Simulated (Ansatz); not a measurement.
Data:

Ge₂Sb₂Te₅:
```yaml
crystal:
  lattice:
    - [4.24499, 0.00000, 0.00000]
    - [-2.12250, 3.67627, 0.00000]
    - [0.00000, 0.00000, 17.33260]
  atoms:
    - { symbol: Te, position: [0.00000, 0.00000, 0.99685] }
    - { symbol: Sb, position: [0.33333, 0.66667, 0.09758] }
    - { symbol: Te, position: [0.66667, 0.33333, 0.20857] }
    - { symbol: Sb, position: [0.00000, 0.00000, 0.32591] }
    - { symbol: Te, position: [0.33333, 0.66667, 0.42427] }
    - { symbol: Te, position: [0.66667, 0.33333, 0.57475] }
    - { symbol: Ge, position: [0.00000, 0.00000, 0.65740] }
    - { symbol: Te, position: [0.33333, 0.66667, 0.78604] }
    - { symbol: Ge, position: [0.66667, 0.33333, 0.86979] }
```

This is the PBE+D3(BJ)-relaxed structure.

Question: All from the program Ansatz at the PBE+D3(BJ) level (PAW), unless another level is named. Give the hole effective mass.

Answer: 0.066, 0.074, 2.5 mₑ (principal values).

Question: Next, the smallest direct gap on the standard path?

Answer: 0.24 eV.

Question: Predict the weight of the valence-edge state by species (Voronoi cells).

Answer: Te 70 %, Ge 16 %, Sb 14 %.

Question: Predict the weight of the conduction-edge state by species (Voronoi cells).

Answer: Sb 46 %, Te 40 %, Ge 14 %.

Space group P3m1. The start of the workflow was typed in or built on a structure type; neither database checked (COD, Materials Project) lists it. It is not the phase usual at ambient conditions (space group No. 164). The PBE+D3(BJ) relaxation kept the symmetry of its start; its stability against distortions is not shown here. Spin–orbit coupling is left out wherever it is not named.

Potentials: the earlier of the program's two PAW sets.
